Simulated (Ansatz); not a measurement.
CsGeI3:
```cif
data_CsGeI3
_chemical_formula_sum 'Cs1 Ge1 I3'
_space_group_name_H-M_alt 'P 1'
_space_group_IT_number 1
_cell_length_a 6.04967
_cell_length_b 6.04967
_cell_length_c 6.04967
_cell_angle_alpha 88.406
_cell_angle_beta 88.406
_cell_angle_gamma 88.406
loop_
_space_group_symop_operation_xyz
  'x, y, z'
loop_
_atom_site_label
_atom_site_type_symbol
_atom_site_fract_x
_atom_site_fract_y
_atom_site_fract_z
_atom_site_occupancy
Cs1 Cs 0.40544 0.40544 0.40544 1
Ge1 Ge 0.87192 0.87192 0.87192 1
I1 I 0.90859 0.90859 0.41729 1
I2 I 0.90859 0.41729 0.90859 1
I3 I 0.41729 0.90859 0.90859 1
```

Relaxed with r²SCAN.

Tabulate the valence density and the electron localisation function along the shortest Ge–I contact (2.76 Å), the program Ansatz at the r²SCAN level (PAW).



```csv
distance from Ge (Å),density (e/Å³),ELF
0.28,23.64,0.01
0.41,8.97,0.07
0.55,3.05,0.18
0.69,1.25,0.32
0.83,0.67,0.38
0.96,0.46,0.40
1.10,0.38,0.47
1.24,0.36,0.57
1.38,0.39,0.65
1.52,0.47,0.68
1.65,0.59,0.65
1.79,0.79,0.59
1.93,1.05,0.56
2.07,2.07,0.49
2.21,5.24,0.35
2.34,10.21,0.21
2.48,14.96,0.15
```

The density is the valence pseudo-density with augmentation charge, so density and ELF within about 1 Å of a nucleus are not all-electron values.

Space group R3m. The first step of the workflow began from a Materials Project structure, measured or hypothetical; the Crystallography Open Database files this formula in space group No. 160, but the cells were not matched. Whether it is the stable phase at ambient conditions was not checked. Symmetry was held in the r²SCAN relaxation; whether a distortion lowers the energy is not shown. Spin–orbit coupling is left out wherever it is not named.

Potentials: the later of the program's two PAW sets.
